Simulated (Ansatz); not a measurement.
Cr2N in space group C2/m (No. 12; N on 2a, Cr on 4i), r²SCAN (plane waves, PAW; program Ansatz), all energies at zero smearing, with the estimated change up to a 700 eV cutoff added, with one set of potentials and settings (totals compare only within such a set). Cell of 6 atoms (2 N, 4 Cr): -14303.022 eV.

```json
[
 {"element": "N", "reference phase": "Pa-3, 8 atoms in the cell", "E (eV/atom)": "-384.8341"},
 {"element": "Cr", "reference phase": "Im-3m, 2 atoms in the cell, spin-polarised", "E (eV/atom)": "-3382.7029"}
]
```

Formation energy per atom, worked out: (-14303.022 − 2×(-384.8341) − 4×(-3382.7029))/6 = -0.424 eV/atom (-41 kJ per mol of atoms), at 0 K, without zero-point energy or fitted corrections.

A made-up cell: these elements were put on the sites of a structure type; neither database checked (COD, Materials Project) lists it. COD files the formula under space group No. 162, so this cell is another polymorph or a model. Whether it is the stable phase at ambient conditions was not checked. The cell was relaxed with r²SCAN under the symmetry of its start, as lowered by the spin order; whether a distortion lowers the energy is not shown. The final state is antiferromagnetic, chosen from 5 collinear starts compared on coarse meshes (ties went to the first, and starts can fall back to one state), not a proven ground state. Other orbital occupations within this spin state were not tried. No Hubbard U is applied. The references are the lowest solids computed at this level, not always the standard phases (solids in place of the gases).

Potentials: the earlier of the program's two PAW sets.
